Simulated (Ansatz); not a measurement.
A geometry of ZrO2 away from equilibrium: step 29 of the relaxation of a generated cell, ZrO2 placed in the AFLOW prototype A2B_mP12_3_bc3e_2e (as in SiO2). All values below come from PBE (plane waves to 420 eV, PAW, scalar-relativistic; Ansatz, a quantum-chemistry and plane-wave program). Γ-centred k-mesh 5×5×3 on the run's cell (coarser than for final values), Fermi–Dirac smearing 0.05 eV.

```xyz
12
Lattice="5.3766 0.0000 0.0061 0.0000 3.4897 0.0000 -1.8809 0.0000 8.2025" Properties=species:S:1:pos:R:3:forces:R:3 pbc="T T T" free_energy=-21293.669 pressure_GPa=6.4
Zr    -0.4499     0.6998     5.9649   -0.0063   -0.0001    0.0096
Zr     3.9457     0.6998     2.2437    0.0063   -0.0001   -0.0096
Zr     1.3077     2.4446     1.0526    0.0332    0.0003   -0.0030
Zr     2.1881     2.4446     7.1560   -0.0332    0.0003    0.0030
O     -0.9404     0.6998     4.1012    0.0000   -0.0001    0.0000
O      2.6883     0.6998     0.0030    0.0000    0.0001    0.0000
O     -0.7917     2.4446     0.9789   -0.0573   -0.0001    0.0204
O      4.2875     2.4446     7.2297    0.0573   -0.0001   -0.0204
O      0.7448     2.4446     5.6914   -0.0179    0.0000   -0.0010
O      2.7509     2.4446     2.5172    0.0179    0.0000    0.0010
O      0.6978     0.6998     1.9177    0.0014   -0.0002    0.0115
O      2.7979     0.6998     6.2909   -0.0014   -0.0002   -0.0115
```

Positions in Å, forces in eV/Å, free energy of the cell in eV (comparable only within this code, potentials and settings). Largest force: 0.06 eV/Å, on O7, O8 (atoms numbered as listed); the geometry lies 0.05 eV/atom above the end of its relaxation.

No spin polarisation in the result.

The run could not lose the symmetry of its start: the end is stationary, and may be a saddle point rather than a minimum.

The end of the path is a generated cell of ZrO2: the first start was made by placing the elements on the sites of a structure type, and the end was not matched to a known phase here, so it may be hypothetical. Known forms of ZrO2 include space group No. 14, 137, 225.
